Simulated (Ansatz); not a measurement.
Y$_{2}$N:
```cif
data_NY2
_chemical_formula_sum 'N1 Y2'
_space_group_name_H-M_alt 'P-3m1'
_space_group_IT_number 164
_space_group_name_Hall '-P 3 2"'
_cell_length_a 3.46378
_cell_length_b 3.46378
_cell_length_c 5.92851
_cell_angle_alpha 90.000
_cell_angle_beta 90.000
_cell_angle_gamma 120.000
loop_
_atom_site_label
_atom_site_type_symbol
_atom_site_symmetry_multiplicity
_atom_site_Wyckoff_symbol
_atom_site_fract_x
_atom_site_fract_y
_atom_site_fract_z
_atom_site_occupancy
N1 N 1 a 0.00000 0.00000 0.00000 1
Y1 Y 2 d 0.33333 0.66667 0.22156 1
```

Relaxed with PBEsol.

Q: Decompose the optical modes at the zone centre into irreducible representations, and say which are infrared and Raman allowed.

A: Point group -3m: Γ_opt = A1g + A2u + Eg + Eu. Infrared: A2u, Eu. Raman: A1g, Eg.

Q: Assign frequencies (DFPT, DFT-PBEsol in the program Ansatz with PAW potentials).

A: Eg 135, A1g 212, A2u 354, Eu 393 cm⁻¹.

A made-up cell: these elements were put on the sites of a structure type; neither database checked (COD, Materials Project) lists it. Its standing as an ambient phase is unchecked. Symmetry was held in the PBEsol relaxation; of distortions, only those at the zone centre were tested. No spin polarisation was allowed. With an odd number of electrons in the cell and no spin polarisation, the count alone makes it a metal. As this level gives no gap, phonon frequencies hold no LO–TO term and depend on the k-mesh and smearing (Fermi–Dirac, 0.1 eV here).

Potentials: the later of the program's two PAW sets.
